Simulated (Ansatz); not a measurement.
## ZnIr: strain energy, fitted

ZnIr, P-6m2, a = 2.758 Å, c = 4.153 Å. The structure is a Materials Project entry; whether it is the stable form wasn't checked. Ansatz: PBEsol, PAW, 420 eV, Γ-centred 18×18×10 mesh on 2 atoms, Gaussian smearing 0.10 eV; no spin polarisation. Series: biaxial strain in the a-b plane, c and atoms relaxed; x is the strain in per cent. y is the free energy over the unstrained cell, V0 = 13.678 Å³/atom.

```tsv
x (%)	y (meV/atom)
-3.0	?
-2.0	15.21
-1.0	3.64
0.0	0.00
1.0	3.33
2.0	12.91
3.0	28.02
```

Problem. Fit y = c2 x² + c3 x³ to the other rows, turn c2 into a modulus, and predict the missing energy.

Solution. Least squares on the rows shown. y = 3.5217 x² − 0.13730 x³. In eV per unit strain² c2 is 35.22; M is the biaxial modulus (E = M V0 ε²): 35.22 × 160.2 / (13.678) = 412 GPa. At x = -3.0 the fit asked for gives 35.40 meV/atom. The run gave 35.69 meV/atom, so the fit is 0.29 meV/atom too low, 0.81 % of the span of the series, against an rms of 0.05 meV/atom on the fitted rows. The row lies outside the fitted range. With a term in x⁴ added, a fit to the same known rows predicts 35.81 meV/atom, a smaller miss on the other side.

Spin–orbit coupling is left out, which can shift energies with elements as heavy as these.